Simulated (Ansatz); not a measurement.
Al2O3:
```
CELL_PARAMETERS angstrom
      2.40032     1.38583     4.46808
     -2.40032     1.38583     4.46808
      0.00000    -2.77165     4.46808
ATOMIC_POSITIONS crystal
  Al 0.00000 0.00000 0.00000
  Al 0.50000 0.50000 0.50000
  Al 0.30689 0.30689 0.30689
  Al 0.69311 0.69311 0.69311
  O  0.27946 0.89228 0.60378
  O  0.72054 0.10772 0.39622
  O  0.89228 0.60378 0.27946
  O  0.10772 0.39622 0.72054
  O  0.60378 0.27946 0.89228
  O  0.39622 0.72054 0.10772
```

Relaxed with r²SCAN.

### Question
Give the Bader charges and basin volumes of the independent atoms, plane-wave PAW r²SCAN (Ansatz code).

### Answer


```csv
atom,Bader charge (e),Bader volume (Å³)
Al1,+2.59,3.1
Al2,+2.60,3.2
Al3,+2.58,3.2
O5,-1.73,12.7
```

Space group R-3. The first step of the workflow began from a Materials Project structure, measured or hypothetical; the Crystallography Open Database copy checked does not list it. It is not the phase usual at ambient conditions (space group No. 167). Symmetry was held in the r²SCAN relaxation; its stability against distortions is not shown here.

Potentials: the earlier of the program's two PAW sets. The files were generated under PBE; for other functionals the program regenerates the frozen cores, and for LDA and PBEsol the local potential too.
